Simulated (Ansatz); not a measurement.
AlN:
```
AlN
1.0
    0.00000     2.18475     2.18475
    2.18475     0.00000     2.18475
    2.18475     2.18475     0.00000
Al N
1 1
Direct
  0.00000   0.00000   0.00000
  0.25000   0.25000   0.25000
```

Relaxed with r²SCAN.

**Question.** Map the electron localisation function on the plane through (0.000, 0.000, 0.000) spanned by u = [1, 0, 0] and v = [-1, 1, 1] in lattice vectors, from DFT-r²SCAN in the program Ansatz with PAW potentials.

**Answer.** x is the fraction of u, y of v (the angle between them is 90°; rows are the nearest grid lines); atoms in the plane: Al at (0.00, 0.00), N at (0.50, 0.25).
```
y \ x   0.000  0.0625  0.188  0.250  0.375  0.438  0.562  0.625  0.750  0.812  0.938   1.00
------  -----  ------  -----  -----  -----  -----  -----  -----  -----  -----  -----  -----
1.00    0.324   0.098  0.085  0.405  0.684  0.685  0.685  0.684  0.405  0.085  0.098  0.324
0.909   0.009   0.010  0.032  0.079  0.195  0.225  0.225  0.195  0.079  0.032  0.009  0.009
0.864   0.031   0.036  0.070  0.088  0.099  0.099  0.099  0.099  0.088  0.070  0.036  0.031
0.773   0.138   0.138  0.126  0.107  0.061  0.047  0.047  0.061  0.107  0.126  0.138  0.138
0.682   0.088   0.087  0.076  0.065  0.052  0.053  0.053  0.052  0.065  0.075  0.087  0.088
0.636   0.058   0.057  0.051  0.050  0.069  0.089  0.089  0.069  0.050  0.051  0.057  0.058
0.545   0.023   0.024  0.047  0.090  0.323  0.436  0.436  0.324  0.090  0.047  0.024  0.023
0.455   0.023   0.033  0.210  0.416  0.713  0.773  0.773  0.713  0.416  0.210  0.033  0.023
0.364   0.058   0.101  0.531  0.688  0.785  0.761  0.762  0.785  0.688  0.531  0.102  0.058
0.318   0.088   0.161  0.645  0.758  0.703  0.504  0.501  0.702  0.758  0.645  0.162  0.088
0.227   0.137   0.272  0.798  0.850  0.628  0.195  0.186  0.630  0.850  0.798  0.272  0.137
0.136   0.032   0.108  0.817  0.878  0.852  0.786  0.786  0.852  0.878  0.817  0.102  0.032
0.0909  0.008   0.019  0.690  0.843  0.859  0.837  0.837  0.859  0.843  0.686  0.021  0.008
0.000   0.324   0.098  0.085  0.405  0.684  0.685  0.685  0.684  0.405  0.085  0.098  0.324
```

The density is the valence pseudo-density with augmentation charge, so density and ELF within about 1 Å of a nucleus are not all-electron values.

Space group F-43m (zinc blende). The cell was relaxed with r²SCAN under the symmetry of its start; phonons on a q-mesh show no instability.

Potentials: the earlier of the program's two PAW sets.
